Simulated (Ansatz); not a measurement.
Given:

CdSe (zinc blende)

```yaml
crystal:
  lattice:
    - [0.00000, 3.04091, 3.04091]
    - [3.04091, 0.00000, 3.04091]
    - [3.04091, 3.04091, 0.00000]
  atoms:
    - { symbol: Se, position: [0.75000, 0.75000, 0.75000] }
    - { symbol: Cd, position: [0.00000, 0.00000, 0.00000] }
```

In this cell atom 2 (Cd, nearest neighbour Se at 2.634 Å; its periodic images, 4.3 Å or more away, move with it) is moved by s along Cartesian x, unit vector (1.000, 0.000, 0.000); all other atoms and the cell stay fixed.

Calculation: PBEsol (plane waves to 420 eV, PAW, scalar-relativistic; Ansatz, a first-principles code). k mesh 8×8×8 (Γ-centred), Fermi-Dirac smearing 0.05 eV. E stands for the smeared free energy. CdSe was relaxed with its symmetry unable to fall. The zero of ΔE is the undisplaced structure.

The scan covers s from -0.530 to 0.530 Å in 11 points.

Task: Is the energy the same for equal positive and negative displacements?

Result: Even: the same for both signs. With its periodic images moving along, the atom's site symmetry in this cell is -43m.

Task: What is the force constant k = d²E/ds² of this move at s = 0?

Result: 4.74 eV/Å².

Task: With two atoms in the cell this is the zone-centre optical mode. What wavenumber follows (transverse: no LO-TO term)?

Result: 167 cm⁻¹.

(A displaced cell: forces are minus the slopes of the energy, force constants its curvatures, and phonons follow from these.)
